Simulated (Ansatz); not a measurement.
Relaxing Si32C

Method: DFT PBE, scalar-relativistic, plane waves, PAW (Ansatz). Settings: 420 eV cutoff, 2×2×2 k-mesh, shifted by half a step, Gaussian smearing of 0.01 eV, collinear spin.

What was changed: C interstitial, charge +1, atoms relaxed at the host's cell.

In a supercell of 33 atoms the defect feels its periodic images, and the cell reads as a metal on the mesh, so a level in the gap can't be told from a carrier in the bands.

Command:

```bash
ansatz run input.yaml --threads 4 --pin off --max-ram 8192MiB --backend cpu --events-out ev --progress --plain --runs-dir out
```

Input:

```yaml
crystal:
  lattice:
    - [5.4700937543, 5.4700937543, -5.4700937543]
    - [-5.4700937543, 5.4700937543, 5.4700937543]
    - [5.4700937543, -5.4700937543, 5.4700937543]
  atoms:
    - { symbol: Si, position: [0.4908004535, 0.7555351414, 1.0049027927] }
    - { symbol: Si, position: [0.2529618446, 0.7610965985, 0.2518151652] }
    - { symbol: Si, position: [-0.0008809692, 0.7441871508, 0.4732144686] }
    - { symbol: Si, position: [0.4915444909, 1.0050484523, 0.7551232756] }
    - { symbol: Si, position: [0.7711665605, 0.7887531849, 0.7881321079], spin: 0.091 }
    - { symbol: Si, position: [0.224538027, 1.0177163159, 1.0159647249], spin: 0.091 }
    - { symbol: Si, position: [0.0017476957, 0.007620351, 0.2657825054], spin: 0.091 }
    - { symbol: Si, position: [0.5079353916, 0.2641096841, 0.5135305653] }
    - { symbol: Si, position: [0.7455297016, -0.0012932552, 0.5061829266] }
    - { symbol: Si, position: [0.2531651565, 0.2525682305, 0.7599852414] }
    - { symbol: Si, position: [-0.0050352616, 0.2648292677, 0.0030742513], spin: 0.091 }
    - { symbol: Si, position: [0.5072192881, 0.5129450726, 0.2629777282] }
    - { symbol: Si, position: [0.7384239274, 0.2453538495, 0.2442873093] }
    - { symbol: Si, position: [0.2604790462, 0.5064086882, 0.5053441939] }
    - { symbol: Si, position: [-0.0009282902, 0.4726241766, 0.7414189913] }
    - { symbol: Si, position: [0.7457426848, 0.5074984358, -0.0017993778] }
    - { symbol: Si, position: [0.2571013178, 0.4979676177, 0.7513020468] }
    - { symbol: Si, position: [-0.0006955562, 0.5135154212, 0.0033801877] }
    - { symbol: Si, position: [0.7421928531, 0.495033236, 0.2400003354] }
    - { symbol: Si, position: [0.2564031108, 0.7521750745, 0.4971606933] }
    - { symbol: Si, position: [0.5274771608, 0.5243840748, 0.5237383648] }
    - { symbol: Si, position: [-0.0009226002, 0.6953649876, 0.6961545734], spin: 0.091 }
    - { symbol: Si, position: [0.742773679, 0.7606526549, 0.0132927983], spin: 0.091 }
    - { symbol: Si, position: [0.2540021354, 0.0209881224, 0.2714374865], spin: 0.091 }
    - { symbol: Si, position: [0.4991709151, 0.754868535, 0.2548327827] }
    - { symbol: Si, position: [-0.0006912826, 0.0054012478, 0.5119079746] }
    - { symbol: Si, position: [0.7462178817, 0.017409255, 0.7631027193], spin: 0.091 }
    - { symbol: Si, position: [0.255772752, 0.2693469705, 0.014220197], spin: 0.091 }
    - { symbol: Si, position: [0.4713754041, -0.0035392671, -0.0041983616] }
    - { symbol: Si, position: [0.0001189594, 0.2601959061, 0.2573699117], spin: 0.091 }
    - { symbol: Si, position: [0.7414351624, 0.2400204992, 0.4934170585] }
    - { symbol: Si, position: [0.4995585999, 0.2550710959, 0.7550309486] }
    - { symbol: C, position: [-0.0014338539, -0.1502284379, -0.1425384264], spin: 0.091 }
  host:
    lattice:
      - [0.0, 2.7350468771, 2.7350468771]
      - [2.7350468771, 0.0, 2.7350468771]
      - [2.7350468771, 2.7350468771, 0.0]
    atoms:
      - { symbol: Si, position: [0.75, 0.75, 0.75] }
      - { symbol: Si, position: [0.5, 0.5, 0.5] }
total_charge: 1
basis:
  ecutwfc: 420
  xc_grid: 2
kpoints:
  mp_grid: { grid: [2, 2, 2], shift: [0.5, 0.5, 0.5] }
hamiltonian:
  xc: pbe
scf:
  occupations: { method: gaussian, width: 0.01 }
output:
  forces: true
  stress: false
  eigenvalues: true
  populations: true
  charged_corrections:
    defect_position: [0.0, 0.0, 0.0]
    epsilon: [[12.9823, 0.0, 0.0], [0.0, 12.9823, 0.0], [0.0, 0.0, 12.9823]]
magnetization:
  spin_polarized: true
relax:
  adjacent_minimum: "off"
  f_tol: 0.025
  max_steps: 45
```

F is the free energy.

Steps:

```
step F − F(1) (eV) largest force component (eV/Å)
   1         0.0000                           1.135
   2        -0.1188                           0.519
   3        -0.1316                           0.080
   4        -0.1329                           0.013
   5        -0.1330                           0.008
   6        -0.1331                           0.009
   7        -0.1331                           0.006
```

Relaxed structure:

```cif
data_structure
_symmetry_space_group_name_H-M 'P 1'
_symmetry_Int_Tables_number 1
_cell_length_a 9.4745
_cell_length_b 9.4745
_cell_length_c 9.4745
_cell_angle_alpha 109.471
_cell_angle_beta 109.471
_cell_angle_gamma 109.471
_cell_volume 654.70
loop_
_atom_site_label
_atom_site_type_symbol
_atom_site_fract_x
_atom_site_fract_y
_atom_site_fract_z
_atom_site_occupancy
Si1 Si 0.49153 0.75637 0.00440 1
Si2 Si 0.25321 0.76132 0.25151 1
Si3 Si 0.00089 0.74662 0.47118 1
Si4 Si 0.49232 0.00530 0.75556 1
Si5 Si 0.77192 0.78855 0.78881 1
Si6 Si 0.22653 0.01681 0.01516 1
Si7 Si 0.99916 0.01066 0.26522 1
Si8 Si 0.50612 0.26319 0.51146 1
Si9 Si 0.74525 0.99827 0.50663 1
Si10 Si 0.25334 0.25346 0.76090 1
Si11 Si 0.99927 0.26598 0.00996 1
Si12 Si 0.50689 0.51282 0.26332 1
Si13 Si 0.73848 0.24590 0.24515 1
Si14 Si 0.25996 0.50661 0.50589 1
Si15 Si 0.99754 0.47030 0.74422 1
Si16 Si 0.74509 0.50749 0.99859 1
Si17 Si 0.25675 0.49955 0.75208 1
Si18 Si 0.99880 0.51361 0.00616 1
Si19 Si 0.74165 0.49527 0.24126 1
Si20 Si 0.25837 0.75300 0.49811 1
Si21 Si 0.52562 0.52309 0.52267 1
Si22 Si 0.99922 0.68867 0.68790 1
Si23 Si 0.74642 0.76318 0.01832 1
Si24 Si 0.25127 0.01553 0.26959 1
Si25 Si 0.49923 0.75496 0.25423 1
Si26 Si 0.99965 0.00732 0.51331 1
Si27 Si 0.74716 0.01822 0.76273 1
Si28 Si 0.25203 0.27180 0.01524 1
Si29 Si 0.47284 0.99702 0.99596 1
Si30 Si 0.99922 0.25746 0.25672 1
Si31 Si 0.74009 0.23971 0.49314 1
Si32 Si 0.49921 0.25512 0.75439 1
C1 C 0.99921 0.85045 0.84978 1
```

The run converged. Time: 2.5 min on 4 threads of Intel(R) Xeon(R) Platinum 8259CL CPU @ 2.50GHz (Skylake/Cascade Lake), on a shared host, peak memory 1.8 GiB.